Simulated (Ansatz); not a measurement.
## CrGe$_{4}$Mo: zone-centre modes

Method: DFT PBE, scalar-relativistic, plane waves, PAW (Ansatz). Settings: 420 eV plane-wave cutoff, Γ-centred 10×10×8 mesh, Fermi-Dirac smearing of 0.15 eV. No spin polarisation. Phonons by linear response, acoustic sum rule imposed.

Relaxed structure:
```xyz
6
Lattice="2.3272 -4.1049 0.0000 2.3272 4.1049 0.0000 0.0000 0.0000 4.6522" Properties=species:S:1:pos:R:3 pbc="T T T"
Cr    2.3272    0.0000    2.3261
Ge    2.3272   -1.3146    0.0000
Ge    2.3272    2.7754    2.3261
Ge    2.3272    1.3146    0.0000
Ge    2.3272   -2.7754    2.3261
Mo    0.0000    0.0000    0.0000
```

It was reached by relaxing an invented guess, and it needn't be the stable form of this composition. In a metal, frequencies depend on the k mesh and the smearing, soft modes most.

(1) Is this structure stable against zone-centre distortions?

(2) List the optical modes at Γ (i marks imaginary ones).

Answers

(1) Yes, at Γ: no optical mode is imaginary. Strains and other wave vectors aren't tested by this run.

(2)
```csv
frequency (cm⁻¹),degeneracy
128,1
136,1
147,1
176,1
177,1
177,1
191,1
192,1
195,1
217,1
224,1
225,1
232,1
247,1
258,1
```
